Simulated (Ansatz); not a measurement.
# Structure relaxation, Hf

The start is a relaxed Hf cell with every coordinate shifted by Gaussian noise of σ = 0.3 Å. The structure is fully relaxed (lattice and positions, P = 0) with PBE (plane waves to 420 eV, PAW, scalar-relativistic; Ansatz, an electronic-structure program). First-step values are on the input's coarse k-mesh.

Ansatz input (later rounds restart from its end on a renewed k-mesh):
Ansatz 0.2 input:
```yaml
crystal:
  lattice:
    - [3.2041234217, 0, 0]
    - [-1.6020617108, 2.77485228, 0]
    - [0, 0, 5.0689446519]
  atoms:
    - { symbol: Hf, position: [0.3966258925, 0.6080562721, 0.7423632106] }
    - { symbol: Hf, position: [0.5269173947, 0.3698487077, 0.1307521004] }
basis: { ecutwfc: 420, ecutrho_ratio: 4, xc_grid: 2, fft_grid_basis: typed }
kpoints: { mp_grid: { grid: [12, 12, 7] } }
hamiltonian:
  xc: pbe
  dispersion: none
  pseudopotentials: { azcp: { folder: ./paw }, kind: paw }
scf: { occupations: { method: fermi_dirac, width: 0.05 } }
relax: { f_tol: 0.01, max_steps: 100, cell: { stress_tol: 0.02 } }
output: { forces: true, stress: true }
```

Relative to the parent: It relaxes back to the parent, P6₃/mmc (No. 194)
Shortest distances (start → end): The closest pairs of elements (up to four, under 3.6 Å), start → end: Hf–Hf 2.23 → 3.14 Å
Band gap at the end: no gap (metallic)
Optimiser moves: 9

Relaxed structure:

```cif
data_Hf2
_chemical_formula_sum 'Hf2'
_space_group_name_H-M_alt 'P63/mmc'
_space_group_IT_number 194
_space_group_name_Hall '-P 6c 2c'
_cell_length_a 3.20412
_cell_length_b 3.20412
_cell_length_c 5.06894
_cell_angle_alpha 90.000
_cell_angle_beta 90.000
_cell_angle_gamma 120.000
loop_
_atom_site_label
_atom_site_type_symbol
_atom_site_symmetry_multiplicity
_atom_site_Wyckoff_symbol
_atom_site_fract_x
_atom_site_fract_y
_atom_site_fract_z
_atom_site_occupancy
Hf1 Hf 2 c 0.33333 0.66667 0.25000 1
```

Final values are on a 17×17×9 k-mesh of the relaxed cell. The start holds a very short contact (Hf–Hf 2.23 Å). No spin polarisation in the result.

The run could not lose the symmetry of its start.
